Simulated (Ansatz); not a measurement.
Level of theory: DFT PBE, scalar-relativistic, plane waves, PAW (Ansatz 0.2.0). Settings: cutoff 420 eV, Γ-centred meshes spaced at most about 0.3 Å⁻¹, and about 0.25 Å⁻¹ or finer for metals (2π included), Gaussian smearing. No spin polarisation in the final relaxations.

These are static total energies at zero pressure. All come from trial cells, and lower structures may exist.

**Question.** Order these relaxed structures of Ti2NbB3 by energy, lowest first, with the energy over the lowest of them.
1.

```
Ti Nb B
1.0
     3.00048    0.00000    0.00000
     0.00000    3.00048    0.00000
     0.00000    0.00000    7.37525
Ti Nb B
2 1 3
Cartesian
  1.5002 1.5002 2.4841
  1.5002 1.5002 4.8911
  1.5002 1.5002 0.0000
  0.0000 0.0000 5.9439
  0.0000 0.0000 1.4313
  0.0000 0.0000 3.6876
```

2.

```
Ti Nb B
1.0
     3.22593    0.00000    0.00000
    -1.61297    2.79374    0.00000
     0.00000    0.00000    7.88080
Ti Nb B
2 1 3
Direct
  0.66667 0.33333 0.66387
  0.33333 0.66667 0.33613
  0.00000 0.00000 0.00000
  0.66667 0.33333 0.17001
  0.33333 0.66667 0.82999
  0.00000 0.00000 0.50000
```

3.

```
Ti Nb B
1.0
     2.67309    0.00000    0.00000
     0.00000    2.67309    0.00000
     0.00000    0.00000    9.74547
Ti Nb B
2 1 3
Cartesian
  1.3365 1.3365 7.1925
  1.3365 1.3365 2.5530
  0.0000 0.0000 0.0000
  0.0000 0.0000 5.7108
  0.0000 0.0000 4.0347
  1.3365 1.3365 4.8727
```

**Answer.** 2 (0 meV/atom), 1 (389 meV/atom), 3 (631 meV/atom). Forms: 2 P-3m1; 1 P4/mmm; 3 P4/mmm. Counting B atoms around Nb and Ti (those within 1.25 times the shortest such distance or 1.15 times the sum of covalent radii; a plus sign parts nearer from farther groups; the shortest distance is added where it exceeds 1.18 times the sum of covalent radii): cell 2 has Ti 6, Nb 6; cell 1 has Ti 8, Nb 8; cell 3 has Ti 5, Nb 2+8 from 4.0 Å. Cell 3 holds B–B pairs (shortest 1.68 Å) (bonds between like non-metal atoms; other contacts aren't counted).

A magnetic state wasn't ruled out in cells without spin, among them P4/mmm at 11.6 Å³/atom. Cells relaxed within their symmetry can be saddle points. Some types were kept out of the candidates beforehand, so the set may lack a known form.
